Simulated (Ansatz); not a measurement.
## Notes on Ca3V2O8

```
CELL_PARAMETERS angstrom
4.96024 2.82329 -0.00730
4.90278 -2.72100 -0.03181
3.29365 0.00546 -6.49157
ATOMIC_POSITIONS crystal
Ca 0.00358 0.01576 0.00335
Ca 0.78754 0.80540 0.59581
Ca 0.21112 0.21219 0.39099
V 0.56960 0.60899 0.22432
V 0.43349 0.39670 0.77622
O 0.72823 0.74632 0.30092
O 0.26433 0.26380 0.70908
O 0.67865 0.67544 0.95860
O 0.31238 0.33290 0.04229
O 0.79870 0.24299 0.69775
O 0.76345 0.21110 0.30275
O 0.20720 0.72650 0.31790
O 0.23486 0.80739 0.69663
```

Method: r2SCAN, no spin polarisation; PAW, plane waves to 500 eV, 4×4×3 Γ-centred mesh, tetrahedron occupations (Ansatz 0.2.0), atoms fixed.

**Question.** What is the formation energy?

**Answer.** -2.94 eV an atom against the elements' usual phases (free molecules for gases, crystals otherwise, with no correction for O₂ or N₂), so it is bound against them; other compounds may still compete. Relaxing would lower it.

**Question.** What is the band gap?

**Answer.** The gap on the k mesh is 2.92 eV; the mesh may miss the band edges, so the true gap of this level can be smaller.

**Question.** Which atom feels the largest force, and which way?

**Answer.** The largest is on O13: 4.28 eV/Å, components (-0.96, 4.16, -0.35). It makes 15° with the line to a nearest neighbour, V5 at 1.91 Å, pointing towards it.

**Question.** What does the stress say?

**Answer.** The pressure is -11.8 GPa (compression positive), so with the atoms held at these fractions the cell would first shrink; the forces are large, so a full relaxation may end otherwise. The principal stresses -13.3, -11.7, -10.4 GPa differ, so its shape would change too.

Origin: a strained cell with displaced atoms, so it need not be a known compound. Caveats: empty levels are not fully converged; no spin polarisation, so a magnetic state may lie lower; an odd or shifted mesh can miss the band edges, so this level's true gap may be smaller; atoms or cell far from equilibrium; forces and stress under tetrahedra may miss the slope of the energy.
